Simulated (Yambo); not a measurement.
G0W0@LDA for Rb2PtH6 (space group Fm-3m, No. 225) in Yambo (2×2×2 mesh, 8 Ry block, plasmon pole, screening fixed), without a terminator:

```tsv
bands N in G	gap X → X (eV)	shift of the valence edge (eV)
98	6.246	-1.215
175	6.286	-1.424
278	6.297	-1.516
```

Task: Extrapolate both columns to infinite N with E(N) = E∞ + A/N, test the form, and compare with the terminator.

Result: From two points, E∞ = (N2 E2 − N1 E1)/(N2 − N1). The two largest N give 6.32 eV for the gap and -1.67 eV for the shift; the two smallest give 6.34 eV and -1.69 eV. For the gap the slopes A are -8.9 and -5.2 eV: the form isn't reached, and its limit is uncertain. For the shift the slopes A are 47 and 43 eV: the 1/N form holds. With the Bruneval-Gonze terminator and 278 bands the run gives 6.28 eV and -1.57 eV, 0.04 eV and 0.10 eV from the extrapolated values: the terminator too is an estimate of the remainder. Block, mesh and the bands in W are held fixed.

Spin-orbit coupling is not included.

Geometry of the Materials Project entry, not relaxed at this level; primitive cell a = b = c = 6.0257 Å, α = β = γ = 60.00°.

The structure is a Materials Project entry; no match was found in the copy of COD used, and its stability was not checked.

A shift is the quasiparticle energy of the state minus its LDA energy.
